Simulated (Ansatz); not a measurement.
The start is a generated cell, Ba built in the diamond structure type. The cell and all atomic positions are relaxed at zero pressure with r2SCAN (plane waves to 500 eV, PAW, scalar-relativistic; Ansatz, a first-principles code). First-step values are on the input's coarse k-mesh.

Ansatz input (later rounds restart from its end on a renewed k-mesh):
Ansatz 0.2 input:
```yaml
crystal:
  lattice:
    - [0, 4.185318, 4.185318]
    - [4.185318, 0, 4.185318]
    - [4.185318, 4.185318, 0]
  atoms:
    - { symbol: Ba, position: [0.25, 0.25, 0.25] }
    - { symbol: Ba, position: [0, 0, 0] }
basis: { ecutwfc: 500, ecutrho_ratio: 4, xc_grid: 4, fft_grid_basis: typed }
kpoints: { mp_grid: { grid: [7, 7, 7] } }
hamiltonian:
  xc: r2scan
  dispersion: none
  pseudopotentials: { azcp: { folder: ./paw }, kind: paw }
scf: { occupations: { method: fermi_dirac, width: 0.05 } }
relax: { f_tol: 0.01, max_steps: 100, cell: { stress_tol: 0.02 } }
output: { forces: true, stress: true }
```

- Outcome = The space group stays Fd-3m (No. 227) (the run could not lower it); the end is diamond type, with 2 atoms in the primitive cell
- Energy released = 0.12 eV/atom
- Volume change = -26.1 %, from 73.31 to 54.21 Å³/atom
- Shortest distances (start → end) = The closest pairs of elements (up to four, under 3.6 Å), start → end: Ba–Ba 3.62 → 3.28 Å
- Band gap at the end = no gap (metallic)
- Optimiser moves = 5

The end point of the relaxation:

```cif
data_Ba8
_chemical_formula_sum 'Ba8'
_space_group_name_H-M_alt 'Fd-3m :1'
_space_group_IT_number 227
_space_group_name_Hall 'F 4d 2 3 -1d'
_cell_length_a 7.56946
_cell_length_b 7.56946
_cell_length_c 7.56946
_cell_angle_alpha 90.000
_cell_angle_beta 90.000
_cell_angle_gamma 90.000
loop_
_atom_site_label
_atom_site_type_symbol
_atom_site_symmetry_multiplicity
_atom_site_Wyckoff_symbol
_atom_site_fract_x
_atom_site_fract_y
_atom_site_fract_z
_atom_site_occupancy
Ba1 Ba 8 a 0.00000 0.00000 0.00000 1
```
(The calculation used a cell of 2 atoms; values per cell refer to that cell.)

Final values are on a 11×11×11 k-mesh of the relaxed cell. No spin polarisation in the result.

The run could not lower the symmetry of its start; a shaken copy of this end point relaxes with r2SCAN to I4/mmm (No. 139) at a tolerance of 0.01 Å, Im-3m (No. 229) at 0.1 Å, 0.86 eV/atom lower.

The relaxed structure here is a generated cell of Ba: the first start was made by placing the elements on the sites of a structure type, and the end was not matched to a known phase here, so it may be hypothetical. Known forms of Ba include space group No. 229.
